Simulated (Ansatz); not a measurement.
**What settings do to one calculation: Sb started on a C site next to a Sn vacancy in zincblende SnC, 15 atoms, charge −1**

Ansatz (PAW, plane waves), atoms fixed. The base input:

```yaml
crystal:
  lattice:
    - [0.000000, 5.033980, 5.033980]
    - [5.033980, 0.000000, 5.033980]
    - [5.033980, 5.033980, 0.000000]
  atoms:
    - { symbol: Sn, position: [0.992646, 0.002452, 0.003162] }
    - { symbol: Sn, position: [0.997240, 0.003018, 0.498489] }
    - { symbol: Sn, position: [0.501139, 0.496737, 0.002894] }
    - { symbol: Sn, position: [0.999136, 0.511294, 0.992059] }
    - { symbol: Sn, position: [0.499984, 0.995177, 0.501750] }
    - { symbol: Sn, position: [0.502739, 0.997117, 0.998125] }
    - { symbol: Sn, position: [0.001852, 0.498852, 0.503197] }
    - { symbol: C, position: [0.126519, 0.129711, 0.124494] }
    - { symbol: C, position: [0.121640, 0.132084, 0.626084] }
    - { symbol: C, position: [0.620261, 0.631143, 0.123690] }
    - { symbol: C, position: [0.133892, 0.619555, 0.123491] }
    - { symbol: C, position: [0.623676, 0.124859, 0.628954] }
    - { symbol: C, position: [0.627650, 0.123704, 0.124828] }
    - { symbol: C, position: [0.121517, 0.625322, 0.624831] }
    - { symbol: Sb, position: [0.625612, 0.625454, 0.622142] }
kpoints:
  mp_grid: { grid: [2, 2, 2], shift: [0.5, 0.5, 0.5] }
hamiltonian:
  xc: pbesol
total_charge: -1
scf:
  occupations: { method: fermi_dirac, width: 0.01 }
output:
  forces: true
  eigenvalues: true
  populations: true
  charged_corrections: { epsilon: 9 }
```

Command:

```sh
ansatz run in.yaml --threads 8 --pin off --max-ram 13300MiB --runs-dir r --events-out ev --progress --plain
```

It converged in 10 iterations and 1.1 s of wall time on 8 threads of an EPYC 9R45 processor, on a host shared with other runs; peak host memory 0.82 GiB; largest force component 9.18 eV/Å. The cutoff was the default, 420 eV. The base isn't a converged reference: it has few k points, and its atoms are unrelaxed, some of them close together. Each run below changes the keys shown and caps the iterations.

| run | changed | ending | iterations | free energy less the base (meV per atom) | rms change of forces (eV/Å) | change of pressure (GPa) | wall time (s, shared host) |
| --- | --- | --- | --- | --- | --- | --- | --- |
| 1 | ecutrho_ratio 2, occupations gaussian, max_iter 70 | converged | 13 | -0.1 | 0.001 | – | 1 CPU |
| 2 | xc pbe, mixing algorithm linear, max_iter 100 | refused | – | – | – | – | – |
| 3 | accuracy high, max_iter 90 | converged | 13 | 0.0 | 0.000 | – | 1.1 CPU |
| 4 | xc_grid 2 (2 is the default), dr2_threshold 0.0001, mixing beta 0.01, max_iter 80 | converged | 11 | 0.0 | 0.001 | – | 1.1 CPU |
| 5 | mixing beta 0.2, max_iter 90 | converged | 13 | 0.0 | 0.000 | – | 1.1 CPU |
| 6 | width 2.0 eV, max_iter 70 | converged | 10 | -2143.3 | 0.510 | – | 2.4 CPU |

Q: Which changes leave the result alone, and which of the same physical model moves the forces most?

A: The forces move by under 0.002 eV/Å in runs 1, 3, 4, 5. Run 6 (width 2.0 eV, max_iter 70) moves them most among the runs with the same functional, charge and dispersion term, by 0.510 eV/Å.

Q: Why did some runs give no result?

A: - run 2: YAML parse error: error: line 30 column 24: unknown variant `linear`, expected one of auto, anderson, broyden, msr1
